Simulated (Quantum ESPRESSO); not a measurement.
One change at a time to IrMgTi4Zr2

All numbers below are calculated, not measured. They come from Quantum ESPRESSO 7.5, a public plane-wave density functional program. Each row is one single-point run on a made-up periodic cell of eight metal atoms, with elements, volume, strain and displacements drawn at random and not relaxed, so a cell may be unstable or far from any real phase. There is no spin polarisation or spin-orbit coupling.

Settings: PBE unless stated; PseudoDojo standard norm-conserving files; Fermi-Dirac width 0.25 eV, which means electrons at about 2900 K; cutoff 1143 eV; 6 x 4 x 4 k mesh shifted half a step off Gamma. E is the free energy of the whole cell (internal energy minus TS), so a -TS column is already part of it. Stress is positive in tension, and the pressure P is minus a third of its trace.

Checks: one run of this series was repeated at a higher cutoff and on a denser mesh, which moved values by no more than 0.003 eV, 0.04 GPa and 0.004 eV/Å, and a second program with other atomic files agreed on it to 2 % rms in force and 0.5 GPa in pressure. Known limits: heavy elements are run without spin-orbit coupling, which real alloys of them have; a spin test at this wide smearing found no moment, but such smearing suppresses magnetism that the real alloy may have.

The lattice is face-centred cubic, and the cell vectors in Å are (-0.043, 4.123, 0.012); (-4.214, 0.031, -4.141); (-4.252, 0.055, 4.179), a volume of 145.21 Å³ in run 1. The elements on sites 1 to 8 are Ti Zr Ti Ir Mg Ti Ti Zr. Each later run makes one change to run 1 and keeps the rest. E is counted from run 1, and is n/a where other atomic files have another zero of energy.

| run | change | V (Å³) | P (GPa) | -TS (eV) | rms force (eV/Å) | largest change of a force component (eV/Å) | E (eV) |
|---|---|---|---|---|---|---|---|
| 1 | none | 145.21 | 3.81 | -2.236 | 0.781 | 0.000 | 0.000 |
| 2 | sites 4 and 5 exchanged | 145.21 | 3.17 | -2.217 | 0.789 | 0.900 | 0.005 |
| 3 | all lengths scaled by +1.43 % | 151.53 | -0.77 | -2.340 | 0.712 | 0.208 | ? |
| 4 | LDA in place of PBE | 145.21 | -4.31 | -2.256 | 0.703 | 0.200 | n/a |
| 5 | Pd on site 1 | 145.21 | 0.77 | -2.065 | 0.753 | 0.498 | n/a |
| 6 | site 5 moved by -0.17 Å along x | 145.21 | 3.98 | -2.244 | 0.758 | 0.986 | 0.015 |

## Worked estimate

Along a uniform scaling dE = -P dV. The mean of the two pressures is 1.520 GPa and the volume changes by 6.32 Å³, with 160.2 GPa to one eV/Å³. The same two rows give -V dP/dV = 108 GPa for this cell with clamped atoms, which is not the bulk modulus of a real alloy.

## Withheld value

Question: what E should run 3 give?

The estimate is -0.060 eV. The calculation gave -0.058 eV.
